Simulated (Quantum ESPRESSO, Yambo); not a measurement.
**Levels of theory for the gap of MgV$_{2}$O$_{6}$**

MgV₂O₆ (space group C2/m, No. 12): one geometry, one set of norm-conserving PBEsol (Quantum ESPRESSO, 84 Ry, without SOC) orbitals, self-energies from Yambo (4×4×2 Γ-centred k mesh, bands 4 to 141 and a 6 Ry block in the screening, 141 bands in G with the Bruneval-Gonze terminator, plasmon pole fitted at 27.2 eV).

The geometry is that of Materials Project entry mp-504510, symmetrised and not relaxed again.

| level | gap (0, 0, -0.5) → (0, -0.5, 0) (eV) | direct gap at (0, -0.5, 0) (eV) | rough Yambo cost |
|---|---|---|---|
| PBEsol (Quantum ESPRESSO) | 2.54 | 2.61 | – |
| exchange only (Hartree-Fock self-energy on PBEsol orbitals) | 14.94 | 14.74 | about 1/20 (12 states) |
| static COHSEX@PBEsol | 5.45 | 5.44 | within a factor of two (3 states) |
| G0W0@PBEsol, plasmon pole | 4.68 | 4.69 | 1 (12 states) |

Bare exchange has no screening and gives the widest gap; static COHSEX screens it but leaves out the frequency dependence, which G0W0 restores. All rows use the PBEsol edge points; in the exchange only run other k points give a smaller gap, 14.59 eV.

Costs are rough ratios of core time on shared machines.

Convergence of the G0W0 settings was not tested.

The 3d shell has no Hubbard U; the runs are without spin polarisation, and magnetic order was not tried.
